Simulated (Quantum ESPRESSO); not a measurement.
W3Sn3CuIr, input and log of a self-consistent run

Computed values, not a measurement. The program is pw.x of Quantum ESPRESSO 7.5 (plane-wave density functional theory). The cell is made up: eight metal atoms on a face-centred cubic lattice, with elements, volume, strain and displacements drawn at random and not relaxed, so it may be unstable or far from any real phase. PseudoDojo standard norm-conserving files set the functional (PBE unless stated); there is no spin polarisation or spin-orbit coupling, the Fermi-Dirac width of 0.25 eV means electrons at about 2900 K, and the masses in the input are unused placeholders. The copper pseudopotential is less sure than most, with forces differing by about three percent and pressure by about two GPa from a second method on plain copper. The tin pseudopotential is less sure than most, with forces differing by about three percent from a second method on plain tin. Heavy elements are run without spin-orbit coupling, which real alloys of them have. A spin test at this wide smearing found no moment, but such smearing suppresses magnetism that the real alloy may have.

Input:

```
&control calculation='scf', pseudo_dir='./dojo.nc.sr.pbe.v0_5.standard.upf', outdir='./o', disk_io='minimal', tprnfor=.true., tstress=.true. /
&system ibrav=0, nat=8, ntyp=4, nbnd=73, ecutwfc=92.02030273, nosym=.true., tot_charge=0,
 occupations='smearing', smearing='fd', degauss=0.0183746611
/
&electrons conv_thr=1.470e-08, electron_maxstep=70, mixing_beta=0.5 /
ATOMIC_SPECIES
Cu 1.0 Cu.upf
Ir 1.0 Ir.upf
Sn 1.0 Sn.upf
W 1.0 W.upf
CELL_PARAMETERS angstrom
0.016 -2.0736 -2.0984
2.0698 4.1948 -2.1621
8.2783 -4.2425 4.2281
ATOMIC_POSITIONS angstrom
W -0.0065 -0.0139 0.0141
W 4.1694 -2.1804 2.1096
W 4.1917 -0.0309 -0.0586
Sn 8.3148 -2.0594 2.0824
Sn 2.0941 -2.1431 0.0726
Cu 6.1693 -4.2299 2.1259
Ir 2.0711 0.0936 -2.0952
Sn 6.1923 -2.0831 -0.104
K_POINTS automatic
8 5 3 1 1 1
```

The log is shortened where brackets say so; the opening notice, blank lines, dates and the lines on written files are dropped, and the path of the files is cut. It prints rydbergs, bohrs and kilobars, and counts compression as positive stress. Its total energy is the free energy E - TS of the whole cell.

```
     Program PWSCF v.7.5
     Parallel version (MPI & OpenMP), running on       4 processor cores
     Number of MPI processes:                 4
     Threads/MPI process:                     1
     [start-up lines left out]
     bravais-lattice index     =            0
     lattice parameter (alat)  =       5.5750  a.u.
     unit-cell volume          =     989.9339 (a.u.)^3
     number of atoms/cell      =            8
     number of atomic types    =            4
     number of electrons       =       120.00
     number of Kohn-Sham states=           73
     kinetic-energy cutoff     =      92.0203  Ry
     charge density cutoff     =     368.0812  Ry
     scf convergence threshold =      1.5E-08
     mixing beta               =       0.5000
     number of iterations used =            8  plain     mixing
     Exchange-correlation= PBE
                           (   1   4   3   4   0   0   0)
     [axes and pseudopotential details left out]
   Cartesian axes
     site n.     atom                  positions (alat units)
         1        W      tau(   1) = (  -0.0022033  -0.0047116   0.0047794  )
         2        W      tau(   2) = (   1.4132865  -0.7390823   0.7150835  )
         3        W      tau(   3) = (   1.4208454  -0.0104741  -0.0198634  )
         4        Sn     tau(   4) = (   2.8184377  -0.6980674   0.7058636  )
         5        Sn     tau(   5) = (   0.7098295  -0.7264389   0.0246090  )
         6        Cu     tau(   6) = (   2.0911853  -1.4337939   0.7206086  )
         7        Ir     tau(   7) = (   0.7020333   0.0317273  -0.7102024  )
         8        Sn     tau(   8) = (   2.0989816  -0.7061009  -0.0352525  )
     number of k points=    60  Fermi-Dirac smearing, width (Ry)=  0.0184
                       cart. coord. in units 2pi/alat
        k(    1) = (   0.0908309  -0.0128679  -0.0744605), wk =   0.0333333
        k(    2) = (  -0.0872950   0.0449000  -0.1329038), wk =   0.0333333
     [further k points left out]
     Dense  grid:   117913 G-vectors     FFT dimensions: (  36,  60, 120)
     Estimated max dynamical RAM per process >     467.36 MB
     Estimated total dynamical RAM >       1.74 GB
     Initial potential from superposition of free atoms
     starting charge     119.9934, renormalised to     120.0000
     Starting wfcs are   77 randomized atomic wfcs
     total cpu time spent up to now is       12.6 secs
     per-process dynamical memory:   375.7 Mb
     Self-consistent Calculation
     iteration #  1     ecut=    92.02 Ry     beta= 0.50
     Davidson diagonalization with overlap
     ethr =  1.00E-02,  avg # of iterations =  3.1
     total cpu time spent up to now is       43.1 secs
     total energy              =   -1528.25397335 Ry
     estimated scf accuracy    <      12.78246497 Ry
     iteration #  2     ecut=    92.02 Ry     beta= 0.50
     Davidson diagonalization with overlap
     ethr =  1.00E-02,  avg # of iterations =  4.1
     total cpu time spent up to now is       80.2 secs
     total energy              =   -1520.58582433 Ry
     estimated scf accuracy    <     268.45634139 Ry
     iteration #  3     ecut=    92.02 Ry     beta= 0.50
     Davidson diagonalization with overlap
     ethr =  1.00E-02,  avg # of iterations =  6.3
     total cpu time spent up to now is      120.4 secs
     total energy              =   -1536.57523360 Ry
     estimated scf accuracy    <      13.76539961 Ry
     iteration #  4     ecut=    92.02 Ry     beta= 0.50
     Davidson diagonalization with overlap
     ethr =  1.00E-02,  avg # of iterations =  2.0
     total cpu time spent up to now is      146.9 secs
     total energy              =   -1537.44761493 Ry
     estimated scf accuracy    <       4.43865155 Ry
     iteration #  5     ecut=    92.02 Ry     beta= 0.50
     Davidson diagonalization with overlap
     ethr =  3.70E-03,  avg # of iterations =  1.2
     total cpu time spent up to now is      171.9 secs
     total energy              =   -1537.44829617 Ry
     estimated scf accuracy    <       3.36947634 Ry
     [iterations 6 to 15 left out]
     iteration # 16     ecut=    92.02 Ry     beta= 0.50
     Davidson diagonalization with overlap
     ethr =  9.56E-09,  avg # of iterations =  2.3
     total cpu time spent up to now is      488.6 secs
     total energy              =   -1537.19853263 Ry
     estimated scf accuracy    <       0.00000353 Ry
     iteration # 17     ecut=    92.02 Ry     beta= 0.50
     Davidson diagonalization with overlap
     ethr =  2.94E-09,  avg # of iterations =  1.6
     total cpu time spent up to now is      514.4 secs
     total energy              =   -1537.19853288 Ry
     estimated scf accuracy    <       0.00000150 Ry
     iteration # 18     ecut=    92.02 Ry     beta= 0.50
     Davidson diagonalization with overlap
     ethr =  1.25E-09,  avg # of iterations =  1.4
     total cpu time spent up to now is      539.6 secs
     total energy              =   -1537.19853295 Ry
     estimated scf accuracy    <       0.00000019 Ry
     iteration # 19     ecut=    92.02 Ry     beta= 0.50
     Davidson diagonalization with overlap
     ethr =  1.62E-10,  avg # of iterations =  2.8
     total cpu time spent up to now is      568.1 secs
     total energy              =   -1537.19853298 Ry
     estimated scf accuracy    <       0.00000003 Ry
     iteration # 20     ecut=    92.02 Ry     beta= 0.50
     Davidson diagonalization with overlap
     ethr =  2.12E-11,  avg # of iterations =  3.3
     total cpu time spent up to now is      597.4 secs
     End of self-consistent calculation
     [lines on levels left out]
!    total energy              =   -1537.19853298 Ry
     estimated scf accuracy    <          1.3E-09 Ry
     smearing contrib. (-TS)   =      -0.09991131 Ry
     internal energy E=F+TS    =   -1537.09862167 Ry
     The total energy is F=E-TS. E is the sum of the following terms:
     one-electron contribution =    -487.64646324 Ry
     hartree contribution      =     319.57159945 Ry
     xc contribution           =    -321.98156984 Ry
     ewald contribution        =   -1047.04218804 Ry
     convergence has been achieved in  20 iterations
     Forces acting on atoms (cartesian axes, Ry/au):
     atom    1 type  4   force =     0.03792710    0.03029654   -0.01888001
     atom    2 type  4   force =    -0.00349292   -0.00463509    0.00076485
     atom    3 type  4   force =    -0.04290924    0.02782355   -0.02079374
     atom    4 type  3   force =     0.03697798   -0.03916750    0.03073729
     atom    5 type  3   force =    -0.01191169    0.01349404   -0.01689712
     atom    6 type  1   force =     0.01242630    0.00497241   -0.00577627
     atom    7 type  2   force =     0.00043899   -0.03268376    0.02455307
     atom    8 type  3   force =    -0.02945652   -0.00010019    0.00629193
     Total force =     0.114200     Total SCF correction =     0.000174
     Computing stress (Cartesian axis) and pressure
          total   stress  (Ry/bohr**3)                   (kbar)     P=      -54.40
  -0.00026848  -0.00009054   0.00010445          -39.49      -13.32       15.37
  -0.00009054  -0.00040071   0.00025860          -13.32      -58.95       38.04
   0.00010445   0.00025860  -0.00044025           15.37       38.04      -64.76
     init_run     :     12.03s CPU     12.45s WALL (       1 calls)
     electrons    :    572.41s CPU    584.83s WALL (       1 calls)
     forces       :      4.63s CPU      4.68s WALL (       1 calls)
     stress       :     16.87s CPU     17.28s WALL (       1 calls)
     [timing details left out]
     PWSCF        :  10m 6.09s CPU  10m19.51s WALL
     JOB DONE.
```

In other units: free energy -20914.652 eV for the cell, pressure -5.44 GPa, largest force component 1.103 eV/Å in size. The run took 621 s of wall time with four MPI processes on a shared machine (Intel Xeon, older, virtual cores), so the time is rough. A rerun of this cell at a higher cutoff and on a denser mesh moved values by no more than 0.004 eV in energy, 0.04 GPa in stress and 0.009 eV/Å in force, and a second program with other atomic files agreed on that cell to 2 % rms in force and 0.5 GPa in pressure.